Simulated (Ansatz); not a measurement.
The start is a generated cell, ZrS2 built in the cotunnite structure type. Cell shape, volume and atoms are optimised at zero target pressure with PBEsol (plane waves to 420 eV, PAW, scalar-relativistic; Ansatz, a quantum-chemistry and plane-wave program). The first steps use a coarse 3×5×3 k-mesh.

The start:
```
CELL_PARAMETERS angstrom
      6.77688     0.00000     0.00000
      0.00000     4.03230     0.00000
      0.00000     0.00000     8.04397
ATOMIC_POSITIONS crystal
  Zr 0.73770 0.25000 0.59590
  Zr 0.23770 0.25000 0.90410
  Zr 0.26230 0.75000 0.40410
  Zr 0.76230 0.75000 0.09590
  S  0.62500 0.25000 0.92170
  S  0.12500 0.25000 0.57830
  S  0.37500 0.75000 0.07830
  S  0.87500 0.75000 0.42170
  S  0.52020 0.25000 0.33700
  S  0.02020 0.25000 0.16300
  S  0.47980 0.75000 0.66300
  S  0.97980 0.75000 0.83700
```

How large is the pressure on the unrelaxed cell, and of which sign?

-2 GPa (negative: the cell is under tension).

What is the largest force in the starting geometry, and on which atom (counted from 1)?

About 0.9 eV/Å, on Zr1, Zr2, Zr3, Zr4 (atoms numbered as listed).

By how much does the energy per atom fall from start to end?

0.07 eV/atom.

How does the volume per atom move from start to end?

-5.0 %, from 18.32 to 17.41 Å³/atom.

How do the shortest distances between atoms change?

The closest pairs of elements (up to four, under 3.6 Å), start → end: S–Zr 2.55 → 2.57 Å; S–S 2.92 → 2.93 Å.

What band gap does the relaxed structure have at this level?

No clear gap: the sampled points leave 0.05 eV away from the symmetry points, which may be a band crossing missed between them.

The space group stays Pnma (No. 62) (the run could not lower it); the end is AFLOW prototype A2B_oP12_62_2c_c (C23, as in PbCl2), with 12 atoms in the primitive cell. Final values are on a 6×10×5 k-mesh of the relaxed cell. No spin polarisation in the result.

The run could not lose the symmetry of its start: the end is stationary, and may be a saddle point rather than a minimum.

The relaxed structure here is a generated cell of ZrS2: the first start was made by placing the elements on the sites of a structure type, and the end was not matched to a known phase here, so it may be hypothetical. Known forms of ZrS2 include space group No. 164.
